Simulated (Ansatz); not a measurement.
CdTe:
```yaml
crystal:
  lattice:
    - [4.52331, 0.00000, 0.00000]
    - [-2.26166, 3.91730, 0.00000]
    - [0.00000, 0.00000, 10.26369]
  atoms:
    - { symbol: Cd, position: [0.50040, 0.00000, 0.66667] }
    - { symbol: Cd, position: [0.00000, 0.50040, 0.33333] }
    - { symbol: Cd, position: [0.49960, 0.49960, 0.00000] }
    - { symbol: Te, position: [0.50026, 0.00000, 0.16667] }
    - { symbol: Te, position: [0.00000, 0.50026, 0.83333] }
    - { symbol: Te, position: [0.49974, 0.49974, 0.50000] }
```

Relaxed with PBEsol. Special points in fractions of this cell's reciprocal vectors: Γ (0.000, 0.000, 0.000); M (0.500, 0.000, 0.000); K (0.333, 0.333, 0.000); A (0.000, 0.000, 0.500); L (0.500, 0.000, 0.500); H (0.333, 0.333, 0.500).

### Question
List the band energies nearest the valence-band maximum at these points for DFT-PBEsol in the program Ansatz with PAW potentials.

### Answer
In eV from the valence-band maximum; about four levels below and three above (degenerate sets whole), none deeper than 8.9 eV; points with the same levels are listed once.

```
k                          below           above
-  -----------------------------  --------------
Γ        -0.62 -0.62 -0.45 -0.07  0.09 2.40 2.40
M        -1.70 -1.50 -1.20 -1.13  1.50 1.70 2.48
K  -2.48 -2.48 -1.78 -1.22 -1.22  1.05 2.66 2.66
A         -0.67 -0.55 -0.55 0.00  1.76 1.76 2.44
L        -1.61 -1.60 -1.36 -1.08  1.19 2.17 2.84
H        -2.67 -2.67 -1.65 -0.75  2.58 2.58 2.66
```

Space group P6_222. The start of the workflow was typed in or built on a structure type; neither database checked (COD, Materials Project) lists it. It is not the phase usual at ambient conditions (space group No. 216). The PBEsol relaxation kept the symmetry of its start; whether a distortion lowers the energy is not shown. Point labels and valley counts follow the cell and symmetry of the run, lower than the named group. Spin–orbit coupling is left out wherever it is not named.

Potentials: the earlier of the program's two PAW sets. The files were generated under PBE; for other functionals the program regenerates the frozen cores, and for LDA and PBEsol the local potential too.
